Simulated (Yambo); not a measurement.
A G0W0@PBEsol run in Yambo for NaOH (space group Pbcm, No. 57) (4×2×2 Γ-centred k mesh, bands 5 to 267 and a 10 Ry block in the screening, 267 bands in G with the Bruneval-Gonze terminator, plasmon pole fitted at 27.2 eV) gives these matrix elements, in eV, at the band edges (Γ → Γ):

| state | E0 | <Vxc> | <Σx> | <Σc(E0)> | Z |
|---|---|---|---|---|---|
| valence edge | 0.000 | -19.287 | -25.168 | 3.732 | 0.800 |
| conduction edge | 3.534 | -10.644 | -6.278 | -3.019 | 0.868 |

Problem. Solve the linearised quasiparticle equation for both states, give the gap, and say how exchange and correlation each act on it.

Solution. E = E0 + Z(Σx + Σc − Vxc). Valence: 0.000 + 0.800 × (-25.168 + (3.732) − (-19.287)) = -1.72 eV. Conduction: 3.534 + 0.868 × (-6.278 + (-3.019) − (-10.644)) = 4.70 eV. The gap is 6.42 eV, against 3.53 eV in PBEsol. Replacing Vxc by bare exchange alone would open it by 10.25 eV; correlation takes back 6.75 eV of that, and Z scales what is left. Nearest settings tried, and what they do to the gap: 173 bands in W, 173 bands in G: +11 meV; 8 Ry block (297 vectors against 409): -65 meV. Not varied: mesh. So the settings aren't converged at that level. 

Geometry of the Materials Project entry, not relaxed at this level; primitive cell a = 3.1260 Å, b = 5.8671 Å, c = 6.1043 Å, α = 90.00°, β = 90.00°, γ = 90.00°.

The structure is a Materials Project entry; no match was found in the copy of COD used, and its stability was not checked.
